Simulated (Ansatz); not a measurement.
The elements of this relaxed trial crystal are hidden behind letters.

```
lattice vectors (Å)
   3.4729    0.0000    0.0000
   0.0000    3.4729    0.0000
   0.0000    0.0000    5.3988
fractional positions
X 0.0000 0.0000 0.5000
Z 0.0000 0.0000 0.0000
Q 0.5000 0.5000 0.0000
Q 0.5000 0.5000 0.5000
```

Theory: Ansatz, DFT PBE, scalar-relativistic, plane waves, PAW. Settings of the last relaxation (4-atom cell): 420 eV, 14×14×10 k points, Gaussian smearing of 0.10 eV, no spin polarisation.

| Quantity | Value |
| --- | --- |
| Space group | P4/mmm (No. 123) |
| Conventional cell | a = 3.473 Å, c = 5.399 Å |
| Volume per atom | 16.28 Å³ |
| Density | 5.57 g/cm³ |
| Formation energy | +0.17 eV/atom |
| Gap on the 14×14×10 mesh of the 4-atom cell | 0 eV (a metal) |

Energies are uncorrected and count from the elements' standard states at the same level.

**Question.** X is a d-block element of period 5, Z is a d-block element of period 4 and Q is a p-block element of period 3. Which elements are they?

**Answer.** X = Nb, Z = Cu, Q = P, so the formula is NbCuP2. Density times volume gives a mean mass of 5.57 × 16.28/1.6605 = 54.6 u per atom, and this set has 54.6 u. Around Nb lie 4 P at 2.46 Å and 2 Cu at 2.70 Å; Cu is surrounded by 4 P at 2.46 Å and 2 Nb at 2.70 Å; P on its first site is surrounded by 4 Cu at 2.46 Å and 2 P at 2.70 Å; 1 more site not described. Other sets within the hints have nearly the same mass, so mass alone doesn't settle it; this one was computed.

Symmetry constrained the relaxation, so the result can be a saddle point.
